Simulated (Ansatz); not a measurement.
The relaxed structure here is a generated cell of Hf: the first start was made by placing the elements on the sites of a structure type, and the end was not matched to a known phase here, so it may be hypothetical. Known forms of Hf include space group No. 194.

One starting cell of Hf (a generated cell, Hf built in the AFLOW prototype A_cI16_220_c (as in Li)) was relaxed twice with Ansatz (plane waves, PAW, scalar-relativistic): with r2SCAN at 500 eV and with PBE at 420 eV. The r2SCAN result:

```cif
data_Hf16
_chemical_formula_sum 'Hf16'
_space_group_name_H-M_alt 'I-43d'
_space_group_IT_number 220
_space_group_name_Hall 'I -4bd 2c 3'
_cell_length_a 7.10568
_cell_length_b 7.10568
_cell_length_c 7.10568
_cell_angle_alpha 90.000
_cell_angle_beta 90.000
_cell_angle_gamma 90.000
loop_
_atom_site_label
_atom_site_type_symbol
_atom_site_symmetry_multiplicity
_atom_site_Wyckoff_symbol
_atom_site_fract_x
_atom_site_fract_y
_atom_site_fract_z
_atom_site_occupancy
Hf1 Hf 16 c 0.22710 0.22710 0.22710 1
```
(The calculation used a cell of 8 atoms; values per cell refer to that cell.)

```tsv
quantity	r2SCAN	PBE
space group	I-43d	I-43d
volume (Å³/atom)	22.42	(withheld)
a (Å)	7.106	(withheld)
gap (eV, no spin-orbit coupling)	0.00	(withheld)
```

Problem. Fill in the PBE column.

Solution. 
- volume (Å³/atom), PBE: 22.55
- a (Å), PBE: 7.119
- gap (eV, no spin-orbit coupling), PBE: 0.00

Both levels end in the same structure; PBE's volume is 0.6 % larger. Neither column is exact.

No spin polarisation in the result.

The run could not lose the symmetry of its start, so the end can be a saddle point.

Ansatz is a quantum-chemistry and plane-wave program.
